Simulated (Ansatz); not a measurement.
Relaxation of a generated trial cell of SnSe in the 6H structure type; 12 atoms in the cell, which starts as P6₃mc (No. 186), hP12; a = 4.5456 Å, b = 4.5456 Å, c = 22.3053 Å, α = 90.00°, β = 90.00°, γ = 120.00°. These are PBE (plane waves to 420 eV, PAW, scalar-relativistic; Ansatz, a first-principles code) values and carry that method's errors. Γ-centred k-mesh 5×5×1 on the run's cell (coarser than for final values), Fermi–Dirac smearing 0.05 eV. This is the first round of the run. 

The optimiser's lines from the output (shortened; P is positive under compression):

```
relax step   1: F+E_penalty+E_count = -68961.76493857 eV  Δ(F+E_penalty+E_count) = +0.000e0 eV  max|allowed force component| = 2.050e-1 eV/Å  Δτ_max = 0.0000 Å  P = +6.284 GPa  Ω = 399.144 Å³  (10 SCF iters, dr2 threshold 1.00e-7 eV, accepted)
relax step   2: F+E_penalty+E_count = -68962.91831454 eV  Δ(F+E_penalty+E_count) = -1.153e0 eV  max|allowed force component| = 5.989e-2 eV/Å  Δτ_max = 0.0258 Å  P = +0.410 GPa  Ω = 458.895 Å³  (9 SCF iters, dr2 threshold 1.20e-6 eV, accepted)
relax step   3: F+E_penalty+E_count = -68962.93825608 eV  Δ(F+E_penalty+E_count) = -1.994e-2 eV  max|allowed force component| = 1.885e-2 eV/Å  Δτ_max = 0.0219 Å  P = +0.047 GPa  Ω = 463.848 Å³  (7 SCF iters, dr2 threshold 7.12e-7 eV, accepted)
relax step   4: F+E_penalty+E_count = -68963.02861842 eV  Δ(F+E_penalty+E_count) = -9.036e-2 eV  max|allowed force component| = 1.291e-1 eV/Å  Δτ_max = 0.0944 Å  P = -1.061 GPa  Ω = 475.929 Å³  (9 SCF iters, dr2 threshold 3.04e-7 eV, accepted)
relax step   5: F+E_penalty+E_count = -68963.23747232 eV  Δ(F+E_penalty+E_count) = -2.089e-1 eV  max|allowed force component| = 2.168e-1 eV/Å  Δτ_max = 0.1019 Å  P = -1.752 GPa  Ω = 474.677 Å³  (8 SCF iters, dr2 threshold 1.20e-6 eV, accepted)
relax step   6: F+E_penalty+E_count = -68963.43549403 eV  Δ(F+E_penalty+E_count) = -1.980e-1 eV  max|allowed force component| = 2.315e-1 eV/Å  Δτ_max = 0.0555 Å  P = -1.702 GPa  Ω = 464.894 Å³  (8 SCF iters, dr2 threshold 1.20e-6 eV, accepted)
relax step   7: F+E_penalty+E_count = -68963.78358558 eV  Δ(F+E_penalty+E_count) = -3.481e-1 eV  max|allowed force component| = 2.471e-1 eV/Å  Δτ_max = 0.0541 Å  P = -0.507 GPa  Ω = 436.879 Å³  (8 SCF iters, dr2 threshold 1.20e-6 eV, accepted)
relax step   8: F+E_penalty+E_count = -68964.00386989 eV  Δ(F+E_penalty+E_count) = -2.203e-1 eV  max|allowed force component| = 2.886e-1 eV/Å  Δτ_max = 0.1321 Å  P = -0.356 GPa  Ω = 421.796 Å³  (8 SCF iters, dr2 threshold 1.20e-6 eV, accepted)
relax step   9: F+E_penalty+E_count = -68964.11375926 eV  Δ(F+E_penalty+E_count) = -1.099e-1 eV  max|allowed force component| = 2.903e-1 eV/Å  Δτ_max = 0.1906 Å  P = +0.552 GPa  Ω = 399.751 Å³  (8 SCF iters, dr2 threshold 1.20e-6 eV, accepted)
relax step  10: F+E_penalty+E_count = -68964.13976847 eV  Δ(F+E_penalty+E_count) = -2.601e-2 eV  max|allowed force component| = 4.868e-2 eV/Å  Δτ_max = 0.0614 Å  P = +0.082 GPa  Ω = 400.964 Å³  (6 SCF iters, dr2 threshold 1.20e-6 eV, accepted)
relax step  11: F+E_penalty+E_count = -68964.13972764 eV  Δ(F+E_penalty+E_count) = +4.082e-5 eV  max|allowed force component| = 2.876e-2 eV/Å  Δτ_max = 0.0285 Å  P = +0.013 GPa  Ω = 399.252 Å³  (7 SCF iters, dr2 threshold 1.48e-7 eV, rejected (line search))
relax step  12: F+E_penalty+E_count = -68964.14102921 eV  Δ(F+E_penalty+E_count) = -1.261e-3 eV  max|allowed force component| = 9.126e-3 eV/Å  Δτ_max = 0.0139 Å  P = -0.041 GPa  Ω = 401.090 Å³  (11 SCF iters, accepted)
relax step  13: F+E_penalty+E_count = -68964.14139858 eV  Δ(F+E_penalty+E_count) = -3.694e-4 eV  max|allowed force component| = 6.858e-3 eV/Å  Δτ_max = 0.0071 Å  P = +0.006 GPa  Ω = 399.885 Å³  (6 SCF iters, dr2 threshold 1.87e-8 eV, accepted)
relax step  14: F+E_penalty+E_count = -68964.15069903 eV  Δ(F+E_penalty+E_count) = -9.300e-3 eV  max|allowed force component| = 6.672e-3 eV/Å  Δτ_max = 0.0000 Å  P = +0.057 GPa  Ω = 399.885 Å³  stress off target by 8.64e-2 GPa  SCF on the basis re-selected at this cell (its energy is not comparable with the rows above)  (10 SCF iters)
relax step  15: F+E_penalty+E_count = -68964.15088506 eV  Δ(F+E_penalty+E_count) = -1.860e-4 eV  max|allowed force component| = 7.680e-4 eV/Å  Δτ_max = 0.0012 Å  P = +0.003 GPa  Ω = 400.447 Å³  (5 SCF iters, dr2 threshold 1.86e-8 eV, accepted)
relax step  16: F+E_penalty+E_count = -68964.15092126 eV  Δ(F+E_penalty+E_count) = -3.620e-5 eV  max|allowed force component| = 7.751e-4 eV/Å  Δτ_max = 0.0000 Å  P = +0.003 GPa  Ω = 400.447 Å³  stress off target by 3.98e-3 GPa  SCF on the basis re-selected at this cell (its energy is not comparable with the rows above)  (7 SCF iters)
```

From the first to the last row the energy changes by -0.20 eV/atom and the volume by +0.3 %. The last row is marked as not comparable with the walk above it, whose basis was carried along; it does compare with step 1, since both stand on a basis selected at the nominal cutoff for their own cell.

Step 11 was rejected by the optimiser.

Later rounds, restarted from the end of this one on a renewed k-mesh, logged 4 more steps and released under 1 meV/atom more. The final structure after all rounds: P6₃mc (No. 186), hP12; a = b = 5.122 Å, c = 17.562 Å, α = β = 90.00°, γ = 120.00°. Between re-selections the logged energies stand on a plane-wave basis carried along with the cell. No spin polarisation in the result.

The run could not lose the symmetry of its start: the end is stationary, and may be a saddle point rather than a minimum.

The relaxed structure here is a generated cell of SnSe: the first start was made by placing the elements on the sites of a structure type, and the end was not matched to a known phase here, so it may be hypothetical. Known forms of SnSe include space group No. 62.
